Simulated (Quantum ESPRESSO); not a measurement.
```xyz
4
Lattice="4.3461 0.0000 0.0000 -2.1730 3.7638 0.0000 0.0000 0.0000 7.0898" Properties=species:S:1:pos:R:3 pbc="T T T"
Se     2.1730     1.2546     6.2101
Se     0.0000     2.5092     2.6651
Cd     2.1730     1.2546     3.5446
Cd     0.0000     2.5092     7.0895
```

The geometry is that of Materials Project entry mp-1070, symmetrised and not relaxed again.

### Question
What does PBE (Quantum ESPRESSO, PseudoDojo norm-conserving, 102 Ry, scalar-relativistic) give for the electronic structure near the Fermi level?

### Answer
The PBE gap is direct, 0.60 eV at Γ. Spin-orbit splittings are left out.
